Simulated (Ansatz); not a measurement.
SrLa2S4:
```yaml
crystal:
  lattice:
    - [-4.30299, 4.30299, 4.28855]
    - [4.30299, -4.30299, 4.28855]
    - [4.30299, 4.30299, -4.28855]
  atoms:
    - { symbol: Sr, position: [0.50000, 0.50000, 0.00000] }
    - { symbol: Sr, position: [0.25000, 0.75000, 0.50000] }
    - { symbol: La, position: [0.00445, 0.62500, 0.87945] }
    - { symbol: La, position: [0.37500, 0.25445, 0.37945] }
    - { symbol: La, position: [0.74555, 0.12500, 0.12055] }
    - { symbol: La, position: [0.87500, 0.99555, 0.62055] }
    - { symbol: S, position: [0.11934, 0.36846, 0.09448] }
    - { symbol: S, position: [0.63154, 0.72602, 0.75088] }
    - { symbol: S, position: [0.27398, 0.02486, 0.90552] }
    - { symbol: S, position: [0.97514, 0.88066, 0.24912] }
    - { symbol: S, position: [0.63066, 0.22514, 0.74912] }
    - { symbol: S, position: [0.11846, 0.36934, 0.59448] }
    - { symbol: S, position: [0.47602, 0.88154, 0.25088] }
    - { symbol: S, position: [0.77486, 0.52398, 0.40552] }
```

This is the LDA-relaxed structure. Tensor components refer to the Cartesian frame of this cell.

### Question
All from DFT-LDA in the program Ansatz with PAW potentials, unless another level is named. Predict the Young's modulus.

### Answer
111 GPa.

### Question
Next, the piezoelectric stress constants (proper, relaxed ions, C/m²)?

### Answer
e14 = e25 = -0.28, e36 = -0.21.

Space group I-42d. The first step of the workflow began from a Materials Project structure, measured or hypothetical; the Crystallography Open Database copy checked does not list it. Its standing as an ambient phase is unchecked. The cell was relaxed with LDA under the symmetry of its start; of distortions, only those at the zone centre were tested. Scalar-relativistic: spin–orbit coupling is off unless named, which matters more the heavier the elements.

Potentials: the later of the program's two PAW sets.
